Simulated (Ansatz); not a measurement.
## Map of one atom of the cell for InAs (zinc blende)

InAs (zinc blende)

```
CELL_PARAMETERS angstrom
      0.00000     6.10911     6.10911
      3.05455     0.00000     3.05455
      3.05455     3.05455     0.00000
ATOMIC_POSITIONS crystal
  As 0.37500 0.75000 0.75000
  As 0.87500 0.75000 0.75000
  In 0.00000 0.00000 0.00000
  In 0.50000 0.00000 0.00000
```

In this cell atom 4 (In, nearest neighbour As at 2.645 Å; its periodic images, 4.3 Å or more away, move with it) is moved by u·(0.707, 0.707, 0.000) + v·(0.000, 0.000, 1.000); the rest is frozen.

All values below come from r2SCAN (plane waves to 500 eV, PAW, scalar-relativistic; Ansatz, a first-principles code). k mesh 4×8×8 (Γ-centred), Fermi-Dirac smearing 0.05 eV. Energies are smeared free energies. Stress and pressure are positive under compression. Points where atoms come too close for the PAW data are left out (x in tables, blank in figures). As the smearing reaches across the gap at some points, energies and forces of such displacements shift with the k mesh and the smearing. InAs was relaxed with its symmetry unable to fall. The zero of ΔE is the undisplaced structure. Axes are in Å.

ΔE (meV/cell), with u across and v down:

```tsv
v \ u	-0.660	-0.440	-0.220	0.000	0.220	0.440	0.660
-0.660	x	x	2232	1509	2232	x	x
-0.440	x	2844	1209	718	1209	2844	x
-0.220	3440	1503	497	186	497	1503	3440
0.000	1809	745	177	0	177	745	1809
0.220	1060	541	268	185	268	541	1060
0.440	967	799	729	712	729	799	967
0.660	1319	1385	1460	1492	1460	1385	1319
```

P (GPa), with u across and v down:

```csv
v \ u,-0.660,-0.440,-0.220,0.000,0.220,0.440,0.660
-0.660,x,x,6.4,4.2,6.4,x,x
-0.440,x,8.5,3.5,2.0,3.5,8.5,x
-0.220,10.3,4.6,1.5,0.6,1.5,4.6,10.3
0.000,5.4,2.3,0.6,0.0,0.6,2.3,5.4
0.220,2.8,1.5,0.8,0.6,0.8,1.5,2.8
0.440,2.2,2.0,2.1,2.1,2.1,2.0,2.2
0.660,2.9,3.7,4.3,4.5,4.3,3.7,2.9
```

What the scan shows:

Principal force constants in the plane (five-point differences of the forces): 7.2 and 7.8 eV/Å²
Centre of the map: a minimum
Lowest place on the grid: u = 0.000 Å, v = 0.000 Å (0 meV/cell)

The 49 points together took around 80 core-minutes (rough).

(A displaced cell: forces are minus the slopes of the energy, force constants its curvatures, and phonons follow from these.)
